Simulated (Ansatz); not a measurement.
Hf2SiN:
```cif
data_Hf4N2Si2
_chemical_formula_sum 'Si2 Hf4 N2'
_space_group_name_H-M_alt 'P63/mmc'
_space_group_IT_number 194
_space_group_name_Hall '-P 6c 2c'
_cell_length_a 3.20250
_cell_length_b 3.20250
_cell_length_c 13.28673
_cell_angle_alpha 90.000
_cell_angle_beta 90.000
_cell_angle_gamma 120.000
loop_
_atom_site_label
_atom_site_type_symbol
_atom_site_symmetry_multiplicity
_atom_site_Wyckoff_symbol
_atom_site_fract_x
_atom_site_fract_y
_atom_site_fract_z
_atom_site_occupancy
Si1 Si 2 d 0.66667 0.33333 0.25000 1
Hf1 Hf 4 f 0.33333 0.66667 0.09638 1
N1 N 2 a 0.00000 0.00000 0.00000 1
```

Relaxed at zero pressure with DFT-r²SCAN in the program Ansatz with PAW potentials.

Task: The volume is lowered by 6 % and shape and atoms relax at that volume. What pressure results, and how do the axes share the change?

Result: 12.9 GPa; a -2.5 %, b -2.5 %, c -1.0 %; the energy rises by 34 meV/atom.

Task: Give the new structure.

Result: 
Space group P6₃/mmc (No. 194); a = b = 3.1213 Å, c = 13.1477 Å, α = β = 90.00°, γ = 120.00°

```csv
atom,site,symmetry,x,y,z
Si,2d,-6m2,0.6667,0.3333,0.2500
Hf,4f,3m.,0.3333,0.6667,0.0974
N,2a,-3m.,0.0000,0.0000,0.0000
```

The phase is kept; no other phase was compared at this pressure.

Space group P6_3/mmc. The start of the workflow was typed in or built on a structure type; neither database checked (COD, Materials Project) lists it. Its standing as an ambient phase is unchecked. The cell was relaxed with r²SCAN under the symmetry of its start; whether a distortion lowers the energy is not shown. The run is not spin-polarised. Scalar-relativistic: spin–orbit coupling is off unless named, which matters more the heavier the elements.

Potentials: the earlier of the program's two PAW sets.
